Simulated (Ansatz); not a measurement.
Input:

In2Ge2O7 (space group C2/m)

```
In2Ge2O7
1.0
    3.29422    -4.38064     0.00000
    3.29422     4.38064     0.00000
   -1.01498     0.00000     4.80942
In Ge O
2 2 7
Direct
  0.30636   0.69364   0.00000
  0.69364   0.30636   0.00000
  0.76204   0.76204   0.59308
  0.23796   0.23796   0.40692
  0.40849   0.07374   0.21293
  0.59151   0.92626   0.78707
  0.92626   0.59151   0.78707
  0.07374   0.40849   0.21293
  0.00000   0.00000   0.50000
  0.41397   0.41397   0.72729
  0.58603   0.58603   0.27271
```

A phonon eigenvector at Γ is frozen into this cell: atom i moves by Q times the vector below, so Q is the largest atomic displacement, in Å. The cell is held.

| atom | x | y | z |
|---|---|---|---|
| In1 | 0.016 | 0.000 | -0.056 |
| In2 | 0.016 | 0.000 | -0.056 |
| Ge3 | -0.130 | 0.000 | 0.050 |
| Ge4 | -0.130 | 0.000 | 0.050 |
| O5 | -0.028 | 0.093 | -0.039 |
| O6 | -0.028 | 0.093 | -0.039 |
| O7 | -0.028 | -0.093 | -0.039 |
| O8 | -0.028 | -0.093 | -0.039 |
| O9 | 0.176 | 0.000 | 0.984 |
| O10 | 0.444 | 0.000 | -0.243 |
| O11 | 0.444 | 0.000 | -0.243 |

All values below come from LDA (plane waves to 420 eV, PAW, scalar-relativistic; Ansatz, a first-principles code). k mesh 5×5×6 (Γ-centred), fixed occupations. In2Ge2O7 was relaxed with its symmetry unable to fall. The zero of ΔE is the undisplaced structure.

The scan covers Q from -0.440 to 0.440 Å in 13 points.

Problem. Is the energy the same for equal positive and negative displacements?

Solution. Even: the same for both signs.

Problem. Is this a single well or a double well?

Solution. A double well: the undisplaced structure is a maximum between two minima.

Problem. Which space group does the distorted structure have?

Solution. Cm (No. 8), lowered from C2/m.

Problem. By a smooth curve, how deep is the well, measured from the undisplaced structure?

Solution. 5.4 meV/cell, cell held fixed.

Problem. What Berry-phase polarisation does the structure carry at the bottom of the well, relative to the undistorted cell (insulating path, fixed occupations)?

Solution. 6 μC/cm² (Berry phase, along the path, cell held).

(A displaced cell: forces are minus the slopes of the energy, force constants its curvatures, and phonons follow from these.)
